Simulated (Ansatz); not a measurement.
All numbers below come from DFT PBE, scalar-relativistic, plane waves, PAW (Ansatz). Settings: cutoff 420 eV, Γ-centred meshes spaced at most about 0.3 Å⁻¹, and about 0.25 Å⁻¹ or finer for metals (2π included), Gaussian smearing. No spin polarisation in the final relaxations.

Each of these unrelaxed guesses is relaxed in cell and atoms within its symmetry. A guess keeps its type if space group and coordination stay and the shape of the cell changes little (axis ratios within about 15 %, angles within 6°); the volume may change.

1. Al5Cu

```
Al Cu
1.0
     2.77720    0.00000    0.00000
    -1.38860    2.40513    0.00000
     0.00000    0.00000   13.60545
Al Cu
5 1
Direct
  0.00000 0.00000 0.00000
  0.33333 0.66667 0.83333
  0.66667 0.33333 0.66667
  0.33333 0.66667 0.33333
  0.66667 0.33333 0.16667
  0.00000 0.00000 0.50000
```

2. Al3SiNO

```
Al Si N O
1.0
     2.50402    1.44570    4.07632
    -2.50402    1.44570    4.07632
     0.00000   -2.89139    4.07632
Al Si N O
3 1 1 1
Cartesian
  -1.2511 -0.7223 5.6061
  1.2511 -0.7223 5.6061
  0.0000 1.4446 5.6061
  0.0000 0.0000 3.0595
  0.0000 0.0000 7.6416
  0.0000 0.0000 12.2248
```

Q: Which guesses survive the relaxation?

A: Guess 1 keeps its type.

| guess | kept | start group | end group | V start (Å³/atom) | V end | b/a and c/a, end over start | nearest neighbours start | nearest neighbours end |
| --- | --- | --- | --- | --- | --- | --- | --- | --- |
| 1 | yes | P-3m1 | P-3m1 | 15.1 | 15.6 | 1.00, 0.96 | Al 12, Cu 12 | Al 12, Cu 12 |
| 2 | no | R3m | R3m | 14.8 | 12.1 | 1.00, 0.68 | Al 6, N 6, O 16, Si 16 | Al 3, N 6, O 4, Si 1 |

Neighbours count within 15 % of an atom's shortest distance; end groups are read at 0.02 Å (0.05 Å in metals).

Cells relaxed within their symmetry can be saddle points.
